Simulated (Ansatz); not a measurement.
Input file for Ansatz (a first-principles code):

Ansatz 0.2 input:
```yaml
crystal:
  lattice:
    - [4.0162305578, 0.0, 0.0]
    - [0.0, 4.0162305578, 0.0]
    - [0.0, 0.0, 8.6375265662]
  atoms:
    - { symbol: La, position: [0.0, 0.5, 0.8572714586] }
    - { symbol: La, position: [0.5, 0.0, 0.1427285414] }
    - { symbol: Cu, position: [0.5, 0.5, 0.5] }
    - { symbol: Cu, position: [0.0, 0.0, 0.5] }
    - { symbol: Se, position: [0.0, 0.5, 0.3314198826] }
    - { symbol: Se, position: [0.5, 0.0, 0.6685801174] }
    - { symbol: O, position: [0.5, 0.5, 0.0] }
    - { symbol: O, position: [0.0, 0.0, 0.0] }
kpoints:
  mp_grid: { grid: [6, 6, 3] }
  band_path:
    path:
      - [[0.0, 0.0, 0.0], [0.0, 0.5, 0.0], [0.5, 0.5, 0.0], [0.0, 0.0, 0.0], [0.0, 0.0, 0.5], [0.0, 0.5, 0.5], [0.5, 0.5, 0.5], [0.0, 0.0, 0.5]]  # Γ-X-M-Γ-Z-R-A-Z
      - [[0.0, 0.5, 0.0], [0.0, 0.5, 0.5]]  # X-R
      - [[0.5, 0.5, 0.0], [0.5, 0.5, 0.5]]  # M-A
      - [VBM, CBM]
    npoints: 8
basis: { xc_grid: 2 }
hamiltonian:
  xc: pbesol
  pseudopotentials: { kind: paw }
magnetization: { noncollinear: true, spin_orbit: true }
scf:
  n_extra_bands: 16
  convergence: { dr2_threshold: 0.0000000001 }
  occupations: { method: gaussian, width: 0.01 }
checkpoint: { write: soc.run }
output: { eigenvalues: true }
```

Output (shortened):

```
Pseudopotential: La, paw_fr, valence charge 11
Pseudopotential: Cu, paw_fr, valence charge 19
Pseudopotential: Se, paw_fr, valence charge 16
Pseudopotential: O, paw_fr, valence charge 6
Functional definition: PBEsol
non-collinear run that drives no moment, with spin-orbit …
Crystal: 8 atoms, lattice volume = 139.324 Å³
Basis set: ecut = 420 eV, 2733 PW (Γ), exchange–correlation on 54×54×120 points (8 copies of the dense FFT grid, shifted against one another)
Bands: 120, of which v1, the nominal top of the filled ones, is band 104 counted from 1 (103 counted from 0)
Symmetry: 16 space group operations + 16 with time reversal
k-points: 20 of 108
Projection manifold: j_resolved (fully-relativistic pseudo-atomic orbitals)
SCF iter   1: F=—  HF=-37494.535399 eV  |F-HF|=—  |Δ(HF+E_count)|=         —  Δρ=6.67e-2  dr2=7.17e0  dr2_m=0.00e0 (ungated)  ethr=3.10e-3  |M|=0.00e0 ∫|m|=0.00e0 μB  |m|>n=0.0e0 m-floor=0.0e0 τ_xc=0.0e0  β_m=0.30  ⟨swp⟩=6.0  Hψ=5431  notcnv=0
preconditioner: auto → Resta (q_TF=auto, 2.599 Å⁻¹)
spin=Noncollinear: Resta preconditioning applied to the charge; magnetization (m_x, m_y, m_z) channels mix plain (no charge-response kernel on spin).
SCF iter   2: F=—  HF=-37493.411167 eV  |F-HF|=—  |Δ(HF+E_count)|=    1.12e0  Δρ=3.01e-2  dr2=1.87e0  dr2_m=0.00e0 (ungated)  ethr=3.10e-3  |M|=0.00e0 ∫|m|=0.00e0 μB  |m|>n=0.0e0 m-floor=0.0e0 τ_xc=0.0e0  β_m=0.39  ⟨swp⟩=3.2  Hψ=2040  notcnv=0  defer=188
SCF iter   3: F=—  HF=-37493.064152 eV  |F-HF|=—  |Δ(HF+E_count)|=   3.47e-1  Δρ=2.15e-2  dr2=6.56e-1  dr2_m=0.00e0 (ungated)  ethr=1.80e-3  |M|=0.00e0 ∫|m|=0.00e0 μB  |m|>n=0.0e0 m-floor=0.0e0 τ_xc=0.0e0  β_m=0.50  ⟨swp⟩=3.2  Hψ=1758  notcnv=0  defer=188
SCF iter   4: F=—  HF=-37492.956928 eV  |F-HF|=—  |Δ(HF+E_count)|=   1.07e-1  Δρ=1.57e-2  dr2=2.71e-1  dr2_m=0.00e0 (ungated)  ethr=6.31e-4  |M|=0.00e0 ∫|m|=0.00e0 μB  |m|>n=0.0e0 m-floor=0.0e0 τ_xc=0.0e0  β_m=0.42  ⟨swp⟩=3.3  Hψ=1944  notcnv=0  defer=216
SCF iter   5: F=—  HF=-37492.891603 eV  |F-HF|=—  |Δ(HF+E_count)|=   6.53e-2  Δρ=3.56e-3  dr2=2.00e-2  dr2_m=0.00e0 (ungated)  ethr=2.61e-4  |M|=0.00e0 ∫|m|=0.00e0 μB  |m|>n=0.0e0 m-floor=0.0e0 τ_xc=0.0e0  β_m=0.67  ⟨swp⟩=3.0  Hψ=1649  notcnv=0  defer=216
SCF iter   6: F=—  HF=-37492.892566 eV  |F-HF|=—  |Δ(HF+E_count)|=   9.63e-4  Δρ=1.81e-3  dr2=4.94e-3  dr2_m=0.00e0 (ungated)  ethr=1.92e-5  |M|=0.00e0 ∫|m|=0.00e0 μB  |m|>n=0.0e0 m-floor=0.0e0 τ_xc=0.0e0  β_m=0.70  ⟨swp⟩=2.8  Hψ=1950  notcnv=0  defer=216
SCF iter   7: F=—  HF=-37492.892358 eV  |F-HF|=—  |Δ(HF+E_count)|=   2.09e-4  Δρ=6.20e-4  dr2=6.52e-4  dr2_m=0.00e0 (ungated)  ethr=4.75e-6  |M|=0.00e0 ∫|m|=0.00e0 μB  |m|>n=0.0e0 m-floor=0.0e0 τ_xc=0.0e0  β_m=0.78  ⟨swp⟩=3.1  Hψ=1856  notcnv=0  defer=216
SCF iter   8: F=—  HF=-37492.892347 eV  |F-HF|=—  |Δ(HF+E_count)|=   1.10e-5  Δρ=2.76e-4  dr2=8.25e-5  dr2_m=0.00e0 (ungated)  ethr=6.27e-7  |M|=0.00e0 ∫|m|=0.00e0 μB  |m|>n=0.0e0 m-floor=0.0e0 τ_xc=0.0e0  β_m=0.89  ⟨swp⟩=2.0  Hψ=2089  notcnv=0  defer=216
SCF iter  14: F=-37492.892451 eV  HF=-37492.892451 eV  |F-HF|=7.28e-12  |Δ(HF+E_count)|=  5.09e-11  Δρ=1.69e-7  dr2=3.88e-11  dr2_m=0.00e0 (ungated)  ethr=1.00e-12  |M|=0.00e0 ∫|m|=0.00e0 μB  |m|>n=0.0e0 m-floor=0.0e0 τ_xc=0.0e0  ⟨swp⟩=13.2  Hψ=6014  notcnv=0
SCF 1 converged in 14 iterations: F = -37492.892451 eV  dr2 = 3.88e-11
NSCF: frozen V_eff on 40 k-points
NSCF: frozen V_eff on 40 k-points
NSCF: frozen V_eff on 11 k-points
NSCF: frozen V_eff on 5 k-points
NSCF: frozen V_eff on 5 k-points
NSCF: frozen V_eff on 5 k-points
NSCF: frozen V_eff on 5 k-points
NSCF: frozen V_eff on 5 k-points
NSCF: frozen V_eff on 84 k-points
SCF converged after 14 iterations
Magnetization: |M| = 0.0000 μB,  M = (+0.0000, +0.0000, +0.0000) μB
Absolute magnetization: 0.0000 μB (∫|m|)
  site 0: m = (+0.0000, +0.0000, +0.0000) μB, |m| = 0.0000 μB  (R = 0.97 Å)
  site 1: m = (+0.0000, +0.0000, +0.0000) μB, |m| = 0.0000 μB  (R = 0.97 Å)
  site 2: m = (+0.0000, +0.0000, +0.0000) μB, |m| = 0.0000 μB  (R = 1.02 Å)
  site 3: m = (+0.0000, +0.0000, +0.0000) μB, |m| = 0.0000 μB  (R = 1.02 Å)
  site 4: m = (+0.0000, +0.0000, +0.0000) μB, |m| = 0.0000 μB  (R = 1.02 Å)
  site 5: m = (+0.0000, +0.0000, +0.0000) μB, |m| = 0.0000 μB  (R = 1.02 Å)
  site 6: m = (+0.0000, +0.0000, +0.0000) μB, |m| = 0.0000 μB  (R = 0.97 Å)
  site 7: m = (+0.0000, +0.0000, +0.0000) μB, |m| = 0.0000 μB  (R = 0.97 Å)
Free energy (F): -37492.892451 eV
Harris-Foulkes:  -37492.892451 eV  (|F-HF|=7.28e-12)
Internal energy: -37492.892451 eV  (E = F + TS)
E sigma→0 (E₀):  -37492.892451 eV
Fermi energy:    13.288467 eV
--- Per-component energies (eV) ---
  E_band       = -1502.034403
  E_kinetic    = 1579.715890
  E_local      = -19109.243739  (includes V_loc(G=0)·N_el)
  E_nonlocal   = -90.803171
  E_hartree    = 8863.757129
  E_xc         = -809.491318
  E_vxc        = -911.704221  (∫ρ·V_xc dr)
  E_paw        = -17979.839071  (= ΣΔE_a)
  E_vpaw       = -697.517224  (= ΣTr[D̂ρ^β])
  E_aug_tail   = 0.004137  (compensation charges beyond the density's cutoff)
  E_ewald      = -9949.842979
  E_core_change = 2.850672  (= ΣΔE_core)
  E_smearing   =  0.000000  (= −TS)
  E_closure    =  0.000000  (closes the sum)
  Σ components = -37492.892451   (vs F -37492.892451, Δ=0.00e0)
  [band-id]    e_kinetic+e_local+e_nonlocal+2·e_hartree+e_vxc+e_vpaw+e_augmentation_tail = -1502.034070   (vs E_band -1502.034403, Δ=3.33e-4)
--- Band table (eV; the first three rows and the last of 20) ---
  k-point 0: bands = ["-99.2151", "-99.2151", "-99.2131", "-99.2131", "-58.5278", "-58.5278", "-58.5198", "-58.5198", "-55.9382", "-55.9382", "-55.9348", "-55.9348", "-55.9334", "-55.9334", "-55.9175", "-55.9175", "-35.7915", "-35.7915", "-35.7914", …
  k-point 1: bands = ["-99.2151", "-99.2151", "-99.2131", "-99.2131", "-58.5278", "-58.5278", "-58.5198", "-58.5198", "-55.9381", "-55.9381", "-55.9348", "-55.9348", "-55.9333", "-55.9333", "-55.9175", "-55.9175", "-35.7915", "-35.7915", "-35.7914", …
  k-point 2: bands = ["-99.2149", "-99.2149", "-99.2132", "-99.2132", "-58.5273", "-58.5273", "-58.5203", "-58.5203", "-55.9379", "-55.9379", "-55.9350", "-55.9350", "-55.9323", "-55.9323", "-55.9186", "-55.9186", "-35.7915", "-35.7915", "-35.7914", …
  k-point 19: bands = ["-99.2141", "-99.2141", "-99.2141", "-99.2141", "-58.5239", "-58.5239", "-58.5239", "-58.5239", "-55.9387", "-55.9387", "-55.9387", "-55.9387", "-55.9233", "-55.9233", "-55.9233", "-55.9233", "-35.7915", "-35.7915", "-35.7915", …
```

Cost: around 6 core-minutes (rough) on shared cores.

Space group P4/nmm. The first step of the workflow began from a Materials Project structure, measured or hypothetical; the Crystallography Open Database files this formula in space group No. 129, but the cells were not matched. Whether it is the stable phase at ambient conditions was not checked. The PBEsol relaxation kept the symmetry of its start; its stability against distortions is not shown here. The run is not spin-polarised. No Hubbard U is applied.

Potentials: the later of the program's two PAW sets.

Ansatz is a plane-wave DFT program.
